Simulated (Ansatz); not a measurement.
Theory: DFT PBE, scalar-relativistic, plane waves, PAW in Ansatz 0.2.0. Settings: cutoff 420 eV, Γ-centred meshes spaced at most about 0.3 Å⁻¹, and about 0.25 Å⁻¹ or finer for metals (2π included), Gaussian smearing. No spin polarisation in the final relaxations.

Temperature and zero-point effects are left out.

Two forms of Cd2TeO3 were relaxed alike.

A.

```xyz
6
Lattice="3.8524 0.0000 0.0000 -1.9262 3.3363 0.0000 0.0000 0.0000 7.6627" Properties=species:S:1:pos:R:3 pbc="T T T"
Cd    0.0000    0.0000    2.4549
Cd    0.0000    0.0000    5.2078
Te    0.0000    2.2242    0.0000
O     0.0000    2.2242    3.8313
O     1.9262    1.1121    0.0000
O     1.9262    1.1121    3.8313
```

B.

```xyz
6
Lattice="6.0068 0.0000 0.0000 -3.0034 5.2020 0.0000 0.0000 0.0000 3.0227" Properties=species:S:1:pos:R:3 pbc="T T T"
Cd    0.0000    3.4680    1.5114
Cd    3.0034    1.7340    1.5114
Te    0.0000    0.0000    1.5114
O    -1.5017    2.6010    0.0000
O     3.0034    0.0000    0.0000
O     1.5017    2.6010    0.0000
```

Question: Which would you expect to be lower, and how large is the difference?

Answer: B is lower, by 0.34 eV/atom. A has space group P-6m2 (No. 187), 16.4 Å³/atom and no gap on its mesh; B has space group P6/mmm (No. 191), 15.7 Å³/atom and no gap. B holds Te–Te chains (shortest 3.02 Å); in A the shortest Te–Te distance is 3.85 Å. The denser one is the lower, and pressure would at first widen the difference. In A, Cd has 6 O at 2.62 Å, 1 Cd at 2.75 Å, 3 O at 3.31 Å and 3 Te at 3.31 Å; Te has 3 O at 2.22 Å; around O on its first site lie 3 O at 2.22 Å and 6 Cd at 2.62 Å; 2 more sites not described. In B, Cd has 6 O at 2.30 Å, 2 Cd at 3.02 Å, 3 Cd at 3.47 Å and 3 Te at 3.47 Å; Te has 2 Te at 3.02 Å, 12 O at 3.36 Å and 6 Cd at 3.47 Å; around O lie 4 Cd at 2.30 Å, 6 O at 3.00–3.02 Å and 4 Te at 3.36 Å. Both come from invented guesses. A third cell relaxed alike, in P6/mmm, lies 248 meV/atom below the lower of the two.

Spin–orbit coupling, which can matter for Te, is left out. Cells relaxed within their symmetry can be saddle points.
